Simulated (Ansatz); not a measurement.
Ti₂InC in space group P6_3/mmc (No. 194; Ti on 4f, In on 2d, C on 2a), r²SCAN in the plane-wave PAW code Ansatz, all energies at zero smearing, with the estimated change up to a 700 eV cutoff added, with one set of potentials and settings (totals compare only within such a set). Cell of 8 atoms (4 Ti, 2 In, 2 C): -21750.888 eV.

| element | reference phase | E (eV/atom) |
|---|---|---|
| Ti | P6/mmm, 3 atoms in the cell | -2504.3896 |
| In | I4/mmm, 1 atoms in the cell | -5611.8204 |
| C | P6_3/mmc, 4 atoms in the cell | -251.6711 |

Formation energy per atom, worked out: (-21750.888 − 4×(-2504.3896) − 2×(-5611.8204) − 2×(-251.6711))/8 = -0.793 eV/atom (-77 kJ per mol of atoms), at 0 K, without zero-point energy or fitted corrections.

The first step of the workflow began from a Materials Project structure, measured or hypothetical; the Crystallography Open Database copy checked does not list it. Whether it is the stable phase at ambient conditions was not checked. The cell was relaxed with r²SCAN under the symmetry of its start; whether a distortion lowers the energy is not shown. No spin polarisation was allowed. The references are the lowest solids computed at this level, not always the standard phases.

Potentials: the later of the program's two PAW sets.
